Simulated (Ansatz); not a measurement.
These are results of Ansatz, DFT PBE, scalar-relativistic, plane waves, PAW, and for the lanthanide a 4f-in-core norm-conserving potential, not measurements. All cells share a 690 eV cutoff and Γ-centred k meshes spaced at most about 0.3 Å⁻¹ (about 0.25 or finer for metals, 2π included). No spin polarisation in the final relaxations.

These are static total energies at zero pressure.

Compare these two cells of Tb₂Y₂H, each relaxed at this level.

1.

```cif
data_structure
_symmetry_space_group_name_H-M 'P6/mmm'
_symmetry_Int_Tables_number 191
_cell_length_a 5.6033
_cell_length_b 5.6033
_cell_length_c 7.4455
_cell_angle_alpha 90.000
_cell_angle_beta 90.000
_cell_angle_gamma 120.000
_cell_volume 202.45
loop_
_atom_site_label
_atom_site_type_symbol
_atom_site_symmetry_multiplicity
_atom_site_Wyckoff_symbol
_atom_site_fract_x
_atom_site_fract_y
_atom_site_fract_z
_atom_site_occupancy
Tb1 Tb 2 e 0.00000 0.00000 0.27849 1
Y1 Y 2 d 0.33333 0.66667 0.50000 1
H1 H 1 a 0.00000 0.00000 0.00000 1
```

2.

```cif
data_structure
_symmetry_space_group_name_H-M 'I4/mmm'
_symmetry_Int_Tables_number 139
_cell_length_a 4.1023
_cell_length_b 4.1023
_cell_length_c 18.2325
_cell_angle_alpha 90.000
_cell_angle_beta 90.000
_cell_angle_gamma 90.000
_cell_volume 306.83
loop_
_atom_site_label
_atom_site_type_symbol
_atom_site_symmetry_multiplicity
_atom_site_Wyckoff_symbol
_atom_site_fract_x
_atom_site_fract_y
_atom_site_fract_z
_atom_site_occupancy
Tb1 Tb 4 e 0.00000 0.00000 0.40984 1
Y1 Y 4 d 0.00000 0.50000 0.25000 1
H1 H 2 a 0.00000 0.00000 0.00000 1
```

Task: Which is lower in energy, and by how much?

Result: Cell 1 is lower, by 276 meV/atom. Cell 1 has space group P6/mmm (No. 191), 40.5 Å³/atom and no gap on its mesh; cell 2 has space group I4/mmm (No. 139), 30.7 Å³/atom and no gap. Counting Tb or Y atoms around H (for each partner element, those within 1.25 times its shortest distance or 1.15 times the sum of covalent radii, where it is the nearest in units of that sum or under 1.3; the shortest distance is added where it exceeds 1.18 times the sum of covalent radii), cell 1 has H 2 and cell 2 has H 8 from 3.3 Å. The lower one is the more open, so pressure narrows the difference. Even the lower one lies +0.52 eV/atom against the reference forms of the elements (uncorrected), so neither is stable at this level. In cell 1, Tb has 1 H at 2.07 Å, 1 Tb at 3.30 Å, 6 Y at 3.63 Å and 1 Tb at 4.15 Å; around Y lie 3 Y at 3.24 Å and 6 Tb at 3.63 Å; around H lie 2 Tb at 2.07 Å. In cell 2, around Tb lie 1 Tb at 3.29 Å, 4 H at 3.33 Å, 4 Y at 3.56 Å and 4 Tb at 4.10 Å; Y is surrounded by 4 Y at 2.90 Å, 4 Tb at 3.56 Å and 4 Y at 4.10 Å; H has 8 Tb at 3.33 Å. Both come from invented guesses.

With hydrogen, zero-point motion can shift such differences by 10 meV/atom or more. A magnetic state wasn't ruled out in cells without spin, among them P6/mmm. Cells relaxed within their symmetry can be saddle points.

The lanthanide is trivalent by construction, without f bands, f moments or other valences.
